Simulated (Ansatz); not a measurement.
This cell of KBr (rock salt) is off equilibrium:

```
KBr
1.0
    0.00000     6.70523     6.70523
    3.35261     0.00000     3.35261
    3.35261     3.35261     0.00000
Br K
2 2
Direct
  0.00000   0.94396   0.03619
  0.50000   0.05604   0.96381
  0.25000   0.50000   0.50000
  0.75000   0.50000   0.50000
```

Computed with PBE (plane waves to 420 eV, PAW, scalar-relativistic; Ansatz, an electronic-structure program). k mesh 9×9×9 (Γ-centred), Fermi-Dirac smearing 0.05 eV. Compression counts positive. KBr was relaxed with its symmetry unable to fall.

### Question
What forces act on the atoms (eV/Å, Cartesian)?

### Answer
```
atom      Fx      Fy      Fz
----  ------  ------  ------
Br1    0.073  -0.138   0.231
Br2   -0.073   0.138  -0.231
K3     0.000   0.000   0.000
K4     0.000   0.000   0.000
```

### Question
Give the stress tensor in GPa and the pressure.

### Answer
```
   0.05     0.01    -0.07
   0.01     0.21     0.11
  -0.07     0.11     0.54
```
The pressure, a third of the trace, is 0.27 GPa.

(A displaced cell: forces are minus the slopes of the energy, force constants its curvatures, and phonons follow from these.)
